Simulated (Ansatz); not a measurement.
## Response of GaP

Input of a DFT run with Ansatz (development build), a test cell that isn't relaxed; energies in eV and lengths in Å:

```yaml
crystal:
  lattice:
    - [0.0, 2.725, 2.725]
    - [2.725, 0.0, 2.725]
    - [2.725, 2.725, 0.0]
  atoms:
    - { symbol: Ga, position: [0.0, 0.0, 0.0] }
    - { symbol: P, position: [0.25, 0.25, 0.25] }
kpoints:
  mp_grid: { grid: [6, 6, 6] }
hamiltonian:
  xc: pbe
  dispersion: none
  pseudopotentials: { kind: nc, accuracy: standard }
scf:
  occupations: { method: fixed }
dielectric:
  raman: true
```

Command: `ansatz run input.yaml --threads 60 --backend cuda`

It ran on PseudoDojo norm-conserving at 1088 eV.

Caveats: coarse k mesh.

Task: What clamped-ion dielectric tensor of the whole cell results?

Result: 
```
10.44  0.00  0.00
 0.00 10.44  0.00
 0.00  0.00 10.44
```

Task: How long does it take on 1 NVIDIA GB300 GPU, shared host?

Result: About 13 s of wall time, 8.7 GiB of host memory.
